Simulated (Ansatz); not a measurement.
## CaIr$_{2}$: pressure against volume

CaIr$_{2}$, Fd-3m, a = 7.527 Å. The structure is a Materials Project entry; whether it is the stable form wasn't checked. Ansatz: r2SCAN, PAW, 500 eV, Γ-centred 8×8×8 mesh on 6 atoms, Gaussian smearing 0.10 eV; no spin polarisation. Symmetry fixes shape and atoms, so the cell is only scaled; pressure is positive in compression.

| V (Å³/atom) | P (GPa) |
| --- | --- |
| 16.703 | 12.98 |
| 17.236 | 5.92 |
| 17.769 | -0.02 |
| 18.302 | -5.03 |
| 18.836 | ? |

Q: Take V0 = 17.769 Å³/atom, count pressures from its P0 = -0.02 GPa, fit the third-order Birch–Murnaghan form to the other rows, and predict the missing pressure.

A: With the Eulerian strain f = ½[(V0/V)^(2/3) − 1] and y = (P − P0)/[3f(1 + 2f)^(5/2)], the form is the line y = B0 + 1.5 B0 (B0′ − 4) f. Rows (f, y): 0.02105, 185.7; 0.01026, 183.4; -0.00976, 179.8. Means f = 0.007183, y = 182.97; Σ(Δf)² = 0.0004888, ΣΔfΔy = 0.09289; the slope is their ratio. y = 181.6 + 190.0 f GPa, so B0 = 181.6 GPa and B0′ = 4 + 2 × (190.0)/(3 × 181.6) = 4.70. At V = 18.836, f = -0.01907, y = 177.98 and P = -9.26 GPa. The run gave -9.24 GPa, so the fit is 0.02 GPa too low, a small miss on the scale of the series. The form still works here, 33 % of the fitted range beyond its end.

Spin–orbit coupling is left out, which can shift energies with elements as heavy as these.

Cost: 5 runs of about 2.9 core-minutes in all, on Arm Neoverse V1 (shared hosts).